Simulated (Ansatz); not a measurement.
Ge (diamond): map of one atom of the cell

Relaxed Ge (diamond):

```
CELL_PARAMETERS angstrom
      0.00000     2.83720     2.83720
      2.83720     0.00000     2.83720
      2.83720     2.83720     0.00000
ATOMIC_POSITIONS crystal
  Ge 0.50000 0.50000 0.50000
  Ge 0.75000 0.75000 0.75000
```

Two-dimensional scan of atom 2 (Ge, nearest neighbour Ge at 2.457 Å; its periodic images, 4.0 Å or more away, move with it): u runs along (1.000, 0.000, 0.000), v along (0.000, 1.000, 0.000) (Cartesian). Cell and other atoms are fixed.

These are r2SCAN (plane waves to 500 eV, PAW, scalar-relativistic; Ansatz, a quantum-chemistry and plane-wave program) values and carry that method's errors. k mesh 8×8×8 (Γ-centred), Fermi-Dirac smearing 0.05 eV. Energies are smeared free energies. Compression counts positive. As the smearing reaches across the gap at some points, energies and forces of such displacements shift with the k mesh and the smearing. Ge was relaxed with its symmetry unable to fall. The zero of ΔE is the undisplaced structure. Axes are in Å.

ΔE (eV/cell), with u across and v down:

| v \ u | -0.610 | -0.407 | -0.203 | 0.000 | 0.203 | 0.407 | 0.610 |
|---|---|---|---|---|---|---|---|
| -0.610 | 4.329 | 2.959 | 2.059 | 1.743 | 2.059 | 2.959 | 4.329 |
| -0.407 | 2.959 | 1.867 | 1.126 | 0.861 | 1.126 | 1.867 | 2.959 |
| -0.203 | 2.059 | 1.126 | 0.469 | 0.232 | 0.469 | 1.126 | 2.059 |
| 0.000 | 1.743 | 0.861 | 0.232 | 0.000 | 0.232 | 0.861 | 1.743 |
| 0.203 | 2.059 | 1.126 | 0.469 | 0.232 | 0.469 | 1.126 | 2.059 |
| 0.407 | 2.959 | 1.867 | 1.126 | 0.861 | 1.126 | 1.867 | 2.959 |
| 0.610 | 4.329 | 2.959 | 2.059 | 1.743 | 2.059 | 2.959 | 4.329 |

P (GPa), with u across and v down:

```
v \ u   -0.610  -0.407  -0.203  0.000  0.203  0.407  0.610
------  ------  ------  ------  -----  -----  -----  -----
-0.610    27.6    18.4    12.4   10.3   12.4   18.4   27.6
-0.407    18.4    11.3     6.6    4.9    6.6   11.3   18.4
-0.203    12.4     6.6     2.8    1.5    2.8    6.6   12.4
0.000     10.3     4.9     1.5    0.0    1.5    4.9   10.3
0.203     12.4     6.6     2.8    1.5    2.8    6.6   12.4
0.407     18.4    11.3     6.6    4.9    6.6   11.3   18.4
0.610     27.6    18.4    12.4   10.3   12.4   18.4   27.6
```

Key numbers:

Principal force constants in the plane (five-point differences of the forces): 11.2 eV/Å², isotropic. Centre of the map: a minimum. Lowest place on the grid: u = 0.000 Å, v = 0.000 Å (0 meV/cell). Highest place on the grid, met at several equal points: u = -0.610 Å, v = -0.610 Å; u = 0.610 Å, v = -0.610 Å; u = -0.610 Å, v = 0.610 Å; u = 0.610 Å, v = 0.610 Å (4329 meV/cell).

(A displaced cell: forces are minus the slopes of the energy, force constants its curvatures, and phonons follow from these.)
